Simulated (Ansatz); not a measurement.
BiSb (CsCl type), DFT, PBEsol, all-electron LAPW, scalar-relativistic (Ansatz 0.2.0), on 1 thread of Arm Neoverse V2 (shared host).

Command: `ansatz run input.yaml --threads 1 --pin off --max-ram 3584MiB --backend cpu --events-out ev --progress --plain --runs-dir out`

```yaml
crystal:
  lattice:
    - [3.3783546874, 0.0, 0.0]
    - [0.0, 3.3783546874, 0.0]
    - [0.0, 0.0, 3.3783546874]
  atoms:
    - { symbol: Bi, position: [0.0, 0.0, 0.0] }
    - { symbol: Sb, position: [0.5, 0.5, 0.5] }
kpoints:
  mp_grid: { grid: [13, 13, 13] }
scf:
  occupations: { method: fermi_dirac, width: 0.1 }
hamiltonian:
  xc: pbesol
  pseudopotentials: { kind: all_electron, lapw: { basis_error: 0.0005 } }
output:
  forces: true
  stress: true
  eigenvalues: true
relax:
  f_tol: 0.005
  max_steps: 12
  cell: { p_target: 57.0, stress_tol: 0.03 }
```

**Question.** How large is the problem that the program sets up?

**Answer.** 84 irreducible k-points, 389 plane waves at Γ, 36 bands.

**Question.** About how long does it take, and how much memory?

**Answer.** 78 s of wall time for 15 SCF iterations over 3 geometries, with a peak of 0.54 GiB. Times on shared machines scatter by tens of per cent.
